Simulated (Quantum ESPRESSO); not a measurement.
## Mg2GaS3Cl (finding a planted mistake in a log)

Simulated, not a measurement. The program is pw.x of Quantum ESPRESSO 7.5 (plane-wave density functional theory). The cell is made up: 7 atoms on a zincblende/diamond lattice with one site empty, with randomly drawn elements, strain and displacements, not relaxed. PseudoDojo standard norm-conserving files (v0.5 for PBE, v0.4.1 for LDA and PBEsol) set the functional; there is no spin polarisation, spin-orbit coupling or dispersion term, and the masses in the input are unused placeholders.

Intended input:

```
&control calculation='scf', pseudo_dir='./dojo.nc.sr.pbe.v0_5.standard.upf', outdir='./o', disk_io='medium', tprnfor=.true., tstress=.true. /
&system ibrav=0, nat=7, ntyp=4, nbnd=35, ecutwfc=84.00895049, nosym=.true., tot_charge=0,
 occupations='smearing', smearing='fd', degauss=0.0018374661
/
&electrons conv_thr=7.350e-09, electron_maxstep=60, /
ATOMIC_SPECIES
Cl 1.0 Cl.upf
Ga 1.0 Ga.upf
Mg 1.0 Mg.upf
S 1.0 S.upf
CELL_PARAMETERS angstrom
5.5489 0.0173 0.0784
0.0173 5.5304 -0.0522
0.0784 -0.0522 5.4896
ATOMIC_POSITIONS angstrom
Mg -0.026 3.0331 2.6647
Ga 2.7957 0.0256 2.8611
Mg 2.6767 2.9085 0.0897
S 1.3118 1.5651 1.4983
S 1.5265 3.9714 4.1568
Cl 4.2246 1.3744 4.1794
S 4.2122 4.0985 1.4458
K_POINTS automatic
4 4 4 1 1 1
```

The log is shortened where brackets say so; the opening notice, blank lines, dates and the lines on written files are dropped, and the path of the files is cut. It prints rydbergs, bohrs and kilobars, and counts compression as positive stress. Where no state is partly filled, the Fermi energy that it prints is only some level between the filled and the empty states on the mesh, and need not lie in the true gap.

Log of the intended run:

```
     Program PWSCF v.7.5
     Parallel version (MPI & OpenMP), running on       1 processor cores
     Number of MPI processes:                 1
     Threads/MPI process:                     1
     [start-up lines left out]
     bravais-lattice index     =            0
     lattice parameter (alat)  =      10.4870  a.u.
     unit-cell volume          =    1136.5002 (a.u.)^3
     number of atoms/cell      =            7
     number of atomic types    =            4
     number of electrons       =        58.00
     number of Kohn-Sham states=           35
     kinetic-energy cutoff     =      84.0090  Ry
     charge density cutoff     =     336.0358  Ry
     scf convergence threshold =      7.3E-09
     mixing beta               =       0.7000
     number of iterations used =            8  plain     mixing
     Exchange-correlation= PBE
                           (   1   4   3   4   0   0   0)
     [axes and pseudopotential details left out]
   Cartesian axes
     site n.     atom                  positions (alat units)
         1        Mg     tau(   1) = (  -0.0046851   0.5465556   0.4801710  )
         2        Ga     tau(   2) = (   0.5037769   0.0046130   0.5155617  )
         3        Mg     tau(   3) = (   0.4823334   0.5241031   0.0161637  )
         4        S      tau(   4) = (   0.2363825   0.2820264   0.2699892  )
         5        S      tau(   5) = (   0.2750708   0.7156345   0.7490430  )
         6        Cl     tau(   6) = (   0.7612604   0.2476628   0.7531155  )
         7        S      tau(   7) = (   0.7590260   0.7385376   0.2605289  )
     number of k points=    32  Fermi-Dirac smearing, width (Ry)=  0.0018
                       cart. coord. in units 2pi/alat
        k(    1) = (   0.1228420   0.1262345   0.1258095), wk =   0.0625000
        k(    2) = (   0.1192627   0.1286318   0.3786104), wk =   0.0625000
     [further k points left out]
     Dense  grid:   118291 G-vectors     FFT dimensions: (  64,  64,  64)
     Estimated max dynamical RAM per process >     147.55 MB
     Initial potential from superposition of free atoms
     starting charge      57.9956, renormalised to      58.0000
     Starting wfcs are   35 randomized atomic wfcs
     total cpu time spent up to now is       10.4 secs
     per-process dynamical memory:   104.6 Mb
     Self-consistent Calculation
     iteration #  1     ecut=    84.01 Ry     beta= 0.70
     Davidson diagonalization with overlap
     ethr =  1.00E-02,  avg # of iterations =  5.5
     Threshold (ethr) on eigenvalues was too large:
     Diagonalizing with lowered threshold
     Davidson diagonalization with overlap
     ethr =  9.11E-04,  avg # of iterations =  1.0
     total cpu time spent up to now is       66.6 secs
     total energy              =    -489.62575778 Ry
     estimated scf accuracy    <       0.51631794 Ry
     iteration #  2     ecut=    84.01 Ry     beta= 0.70
     Davidson diagonalization with overlap
     ethr =  8.90E-04,  avg # of iterations =  2.7
     total cpu time spent up to now is      100.1 secs
     total energy              =    -489.72981439 Ry
     estimated scf accuracy    <       0.35629432 Ry
     [iterations 3 to 9 left out]
     iteration # 10     ecut=    84.01 Ry     beta= 0.70
     Davidson diagonalization with overlap
     ethr =  3.13E-11,  avg # of iterations =  3.8
     total cpu time spent up to now is      353.6 secs
     total energy              =    -489.81784751 Ry
     estimated scf accuracy    <          9.2E-09 Ry
     iteration # 11     ecut=    84.01 Ry     beta= 0.70
     Davidson diagonalization with overlap
     ethr =  1.58E-11,  avg # of iterations =  2.0
     total cpu time spent up to now is      384.3 secs
     End of self-consistent calculation
     [lines on levels left out]
     the Fermi energy is     4.4852 ev
!    total energy              =    -489.81784751 Ry
     estimated scf accuracy    <          3.7E-10 Ry
     smearing contrib. (-TS)   =      -0.00000000 Ry
     internal energy E=F+TS    =    -489.81784751 Ry
     The total energy is F=E-TS. E is the sum of the following terms:
     one-electron contribution =    -327.59949669 Ry
     hartree contribution      =     178.40314909 Ry
     xc contribution           =    -101.62813193 Ry
     ewald contribution        =    -238.99336798 Ry
     convergence has been achieved in  11 iterations
     Forces acting on atoms (cartesian axes, Ry/au):
     atom    1 type  3   force =     0.05206773   -0.04868571    0.07120301
     atom    2 type  2   force =    -0.04485179   -0.02690347   -0.03905070
     atom    3 type  3   force =     0.03298227   -0.03930940    0.04464628
     atom    4 type  4   force =     0.04698842   -0.08429897    0.00649528
     atom    5 type  4   force =    -0.01263513    0.10109504   -0.04643646
     atom    6 type  1   force =     0.00134032   -0.00994017    0.00539854
     atom    7 type  4   force =    -0.07589182    0.10804268   -0.04225595
     Total force =     0.245517     Total SCF correction =     0.000047
     Computing stress (Cartesian axis) and pressure
          total   stress  (Ry/bohr**3)                   (kbar)     P=       31.75
   0.00026331  -0.00008590   0.00023377           38.73      -12.64       34.39
  -0.00008590   0.00006481   0.00000068          -12.64        9.53        0.10
   0.00023377   0.00000068   0.00031937           34.39        0.10       46.98
     init_run     :      9.77s CPU     10.27s WALL (       1 calls)
     electrons    :    353.38s CPU    373.89s WALL (       1 calls)
     forces       :      4.27s CPU      4.32s WALL (       1 calls)
     stress       :     15.96s CPU     16.09s WALL (       1 calls)
     [timing details left out]
     PWSCF        :   6m23.66s CPU   6m45.07s WALL
     JOB DONE.
```

A second run was made from an input with one planted mistake. Its log:

```
     Program PWSCF v.7.5
     Parallel version (MPI & OpenMP), running on       1 processor cores
     Number of MPI processes:                 1
     Threads/MPI process:                     1
     [start-up lines left out]
     bravais-lattice index     =            0
     lattice parameter (alat)  =      10.4870  a.u.
     unit-cell volume          =    1136.5002 (a.u.)^3
     number of atoms/cell      =            7
     number of atomic types    =            4
     number of electrons       =        58.00
     number of Kohn-Sham states=           35
     kinetic-energy cutoff     =      84.0090  Ry
     charge density cutoff     =     336.0358  Ry
     scf convergence threshold =      7.3E-09
     mixing beta               =       0.7000
     number of iterations used =            8  plain     mixing
     Exchange-correlation= PBESOL
                           (   1   4  10   8   0   0   0)
     [axes and pseudopotential details left out]
   Cartesian axes
     site n.     atom                  positions (alat units)
         1        Mg     tau(   1) = (  -0.0046851   0.5465556   0.4801710  )
         2        Ga     tau(   2) = (   0.5037769   0.0046130   0.5155617  )
         3        Mg     tau(   3) = (   0.4823334   0.5241031   0.0161637  )
         4        S      tau(   4) = (   0.2363825   0.2820264   0.2699892  )
         5        S      tau(   5) = (   0.2750708   0.7156345   0.7490430  )
         6        Cl     tau(   6) = (   0.7612604   0.2476628   0.7531155  )
         7        S      tau(   7) = (   0.7590260   0.7385376   0.2605289  )
     number of k points=    32  Fermi-Dirac smearing, width (Ry)=  0.0018
                       cart. coord. in units 2pi/alat
        k(    1) = (   0.1228420   0.1262345   0.1258095), wk =   0.0625000
        k(    2) = (   0.1192627   0.1286318   0.3786104), wk =   0.0625000
     [further k points left out]
     Dense  grid:   118291 G-vectors     FFT dimensions: (  64,  64,  64)
     Estimated max dynamical RAM per process >     147.55 MB
     Initial potential from superposition of free atoms
     starting charge      57.9959, renormalised to      58.0000
     Starting wfcs are   35 randomized atomic wfcs
     total cpu time spent up to now is       10.5 secs
     per-process dynamical memory:   104.6 Mb
     Self-consistent Calculation
     iteration #  1     ecut=    84.01 Ry     beta= 0.70
     Davidson diagonalization with overlap
     ethr =  1.00E-02,  avg # of iterations =  5.4
     Threshold (ethr) on eigenvalues was too large:
     Diagonalizing with lowered threshold
     Davidson diagonalization with overlap
     ethr =  8.42E-04,  avg # of iterations =  1.0
     total cpu time spent up to now is       58.0 secs
     total energy              =    -489.02095680 Ry
     estimated scf accuracy    <       0.47779845 Ry
     iteration #  2     ecut=    84.01 Ry     beta= 0.70
     Davidson diagonalization with overlap
     ethr =  8.24E-04,  avg # of iterations =  2.8
     total cpu time spent up to now is       84.9 secs
     total energy              =    -489.11488305 Ry
     estimated scf accuracy    <       0.34761045 Ry
     [iterations 3 to 8 left out]
     iteration #  9     ecut=    84.01 Ry     beta= 0.70
     Davidson diagonalization with overlap
     ethr =  5.74E-10,  avg # of iterations =  2.0
     total cpu time spent up to now is      260.0 secs
     total energy              =    -489.20008805 Ry
     estimated scf accuracy    <       0.00000002 Ry
     iteration # 10     ecut=    84.01 Ry     beta= 0.70
     Davidson diagonalization with overlap
     ethr =  3.01E-11,  avg # of iterations =  3.5
     total cpu time spent up to now is      286.7 secs
     End of self-consistent calculation
     [lines on levels left out]
     the Fermi energy is     4.3465 ev
!    total energy              =    -489.20008805 Ry
     estimated scf accuracy    <          5.3E-09 Ry
     smearing contrib. (-TS)   =      -0.00000000 Ry
     internal energy E=F+TS    =    -489.20008805 Ry
     The total energy is F=E-TS. E is the sum of the following terms:
     one-electron contribution =    -327.77282424 Ry
     hartree contribution      =     178.05726348 Ry
     xc contribution           =    -100.49115931 Ry
     ewald contribution        =    -238.99336798 Ry
     convergence has been achieved in  10 iterations
     Forces acting on atoms (cartesian axes, Ry/au):
     atom    1 type  3   force =     0.05108118   -0.04806138    0.07037892
     atom    2 type  2   force =    -0.04288996   -0.02658935   -0.03757589
     atom    3 type  3   force =     0.03267855   -0.03886691    0.04377092
     atom    4 type  4   force =     0.04814929   -0.08349691    0.00906157
     atom    5 type  4   force =    -0.00972993    0.10071449   -0.04833761
     atom    6 type  1   force =    -0.00218557   -0.01149698    0.00172640
     atom    7 type  4   force =    -0.07710356    0.10779704   -0.03902431
     Total force =     0.243926     Total SCF correction =     0.000194
     Computing stress (Cartesian axis) and pressure
          total   stress  (Ry/bohr**3)                   (kbar)     P=       14.03
   0.00014338  -0.00008515   0.00023161           21.09      -12.53       34.07
  -0.00008515  -0.00005769  -0.00000162          -12.53       -8.49       -0.24
   0.00023161  -0.00000162   0.00020040           34.07       -0.24       29.48
     init_run     :      9.99s CPU     10.40s WALL (       1 calls)
     electrons    :    252.40s CPU    276.20s WALL (       1 calls)
     forces       :      4.21s CPU      4.28s WALL (       1 calls)
     stress       :     13.16s CPU     13.24s WALL (       1 calls)
     [timing details left out]
     PWSCF        :   4m40.01s CPU   5m 4.72s WALL
     JOB DONE.
```

Question: what was wrong in the second input?

Answer: the files are those of another functional. The input lines that differ, file-writing options aside:

```
- &control calculation='scf', pseudo_dir='./dojo.nc.sr.pbe.v0_5.standard.upf', outdir='./o', disk_io='medium', tprnfor=.true., tstress=.true. /
+ &control calculation='scf', pseudo_dir='./dojo.nc.sr.pbesol.v0_4_1.standard.upf', outdir='./o', disk_io='medium', tprnfor=.true., tstress=.true. /
```

|  | intended run | run with the mistake |
| --- | --- | --- |
| free energy (eV) | -6664.311 | -6655.906 |
| smearing term -TS (eV) | 0.0000 | 0.0000 |
| pressure (GPa) | 3.18 | 1.40 |
| largest force component (eV/Å) | 2.778 | 2.772 |
| largest change of a force component (eV/Å) |  | 0.094 |
| iterations | 11 | 10 |

For scale, a rerun of the intended cell at 1437 eV and a 6 x 6 x 6 mesh moved values by no more than 0.002 eV in energy, 0.02 GPa in stress and 0.006 eV/Å in force. Files of another functional have another zero of energy, so the energy change says nothing on stability.